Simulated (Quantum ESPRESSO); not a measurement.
# Ca2ZnMgO4: a curve over one atom's position

Computed values, not a measurement. The program is pw.x of Quantum ESPRESSO 7.5 (plane-wave density functional theory). The cell is made up: 8 atoms on a rocksalt lattice, with randomly drawn elements, strain and displacements, not relaxed. PseudoDojo standard norm-conserving files (v0.5 for PBE, v0.4.1 for LDA and PBEsol) set the functional; there is no spin polarisation, spin-orbit coupling or dispersion term, and the masses in the input are unused placeholders.

Seven runs move atom 7 (O, counted in the order of the input) along y and keep all else fixed.

Input of the run at -0.0010:

```
&control calculation='scf', pseudo_dir='./dojo.nc.sr.pbe.v0_5.standard.upf', outdir='./o', disk_io='medium', tprnfor=.true., tstress=.true. /
&system ibrav=0, nat=8, ntyp=4, nbnd=43, ecutwfc=84.00895049, nosym=.true., tot_charge=0,
 occupations='smearing', smearing='fd', degauss=0.0018374661
/
&electrons conv_thr=7.350e-09, electron_maxstep=60, /
ATOMIC_SPECIES
Ca 1.0 Ca.upf
Mg 1.0 Mg.upf
O 1.0 O.upf
Zn 1.0 Zn.upf
CELL_PARAMETERS angstrom
4.6201 0.0 0.0
0.0 4.6201 0.0
0.0 0.0 4.6201
ATOMIC_POSITIONS angstrom
Ca 0.1055 -0.0289 0.0382
Zn -0.1722 2.2475 2.3253
Mg 2.1977 0.056 2.2388
Ca 2.249 2.3243 -0.009
O 2.2985 0.0732 0.0477
O 2.3525 2.2526 2.2779
O 4.6337 -0.0068 2.1848
O 4.5943 2.4075 -0.0421
K_POINTS automatic
4 4 4 1 1 1
```

| shift of atom 7 along y (Å) | free energy less that of the input shown (eV) | Fx on atom 7 (eV/Å) | Fy on atom 7 (eV/Å) | Fz on atom 7 (eV/Å) | pressure (GPa) | iterations |
| --- | --- | --- | --- | --- | --- | --- |
| -0.1055 | 0.0346 | 0.194 | 0.409 | 1.489 | 0.42 | 12 |
| -0.0818 | 0.0253 | 0.189 | 0.372 | 1.497 | 0.41 | 12 |
| -0.0676 | 0.0202 | 0.187 | 0.351 | 1.500 | 0.41 | 12 |
| -0.0284 | 0.0075 | 0.184 | 0.295 | 1.504 | 0.42 | 12 |
| -0.0010 | 0.0000 | 0.183 | 0.253 | 1.504 | 0.44 | 12 |
| +0.0561 | -0.0116 | 0.187 | 0.150 | 1.492 | 0.53 | 12 |
| +0.0721 | -0.0137 | 0.190 | 0.116 | 1.487 | 0.57 | 12 |

A cubic fit gives dFy/dy = -1.58 eV/Å² at zero shift. Across the table the free energy follows the integral of the force to within 0.1 meV. A rerun of one of the cells at 1437 eV and a 6 x 6 x 6 mesh moved values by no more than 0.002 eV in energy, 0.04 GPa in stress and 0.003 eV/Å in force.